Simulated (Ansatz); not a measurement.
Elastic constants of BeNi (Pm-3m) under pressure

```
Be Ni
1.0
     2.58352    0.00000    0.00000
     0.00000    2.58352    0.00000
     0.00000    0.00000    2.58352
Be Ni
1 1
Direct
  0.00000 0.00000 0.00000
  0.50000 0.50000 0.50000
```

This is the zero-pressure cell. At each pressure cell and atoms are relaxed in this structure, and the constants are slopes of the stress at strains of ±0.005 with relaxed ions (the coefficients that govern stability under load). Level: PBEsol, PAW on Ansatz 0.2.0's default frozen-core files (fitted under PBE), scalar-relativistic; k mesh 18×18×18, strains of ±0.005, Fermi-Dirac smearing of 0.080 eV, cutoff 420 eV. P is the pressure of the relaxed cell, less that of this one.

```tsv
P (GPa)	V/V₀	C11 (GPa)	C12 (GPa)	C44 (GPa)
0.00	1.0000	238.5	176.9	150.6
1.00	0.9950	244.0	180.4	152.6
2.01	0.9901	249.5	184.0	154.7
4.00	0.9807	260.4	190.9	158.6
7.00	?	?	?	?
10.00	0.9550	292.6	211.3	170.2
14.97	0.9361	319.0	227.8	179.4
```

Q: Does the bulk modulus from the constants agree with the pressure-volume curve?

A: A third-order Birch-Murnaghan fit to the volumes shown (F against f, f = [(V₀/V)^(2/3) − 1]/2) gives B₀ = 197.4 GPa and B′ = 4.2. Its −V dP/dV stands beside (C11 + 2C12)/3:

```csv
P (GPa),from P(V),from the constants
0.00,197.4,197.4
1.00,201.6,201.6
2.01,205.8,205.8
4.00,214.0,214.0
10.00,238.4,238.4
14.97,258.2,258.2
```

Q: What are the pressure derivatives at zero pressure?

A: Slopes at V₀ of quadratic fits in −ln(V/V₀) through the first four rows shown, divided by B₀: dC11/dP = 5.5, dC12/dP = 3.5, dC44/dP = 2.1. The mean slopes up to 2.0 GPa are 5.5, 3.5, 2.0; curvature and scatter of the constants part the two. The combination (dC11/dP + 2 dC12/dP)/3 = 4.2 stands against B′.

Q: Fill the row at 7.00 GPa.

A: Cubic fits in −ln(V/V₀) through all rows shown give C11 = 276.5, C12 = 201.2, C44 = 164.5 GPa. Computed: V/V₀ = 0.9675, C11 (GPa) = 276.5, C12 (GPa) = 201.2, C44 (GPa) = 164.5.

Q: Does a shear stiffness soften?

A: C44 goes from 150.6 to 179.4 GPa; (C11 − C12)/2 goes from 30.8 to 45.6 GPa. Neither ends more than 3 % under its start, and the lattice stays mechanically stable over this range.

Caveats: the structure is a database entry and needn't be the stable phase; no other phase was computed; many crystals of this kind change structure within this range, and rows or crossings beyond such a change describe a metastable lattice; frozen-core PAW files fitted under PBE, their cores solved anew for the functional of the run; no spin polarisation, a magnetic state may lie lower; responses of metals move with mesh and smearing; the softest shear constant rests on one k mesh, and a soft shear can herald a distortion on cooling; phonons weren't checked at these pressures.
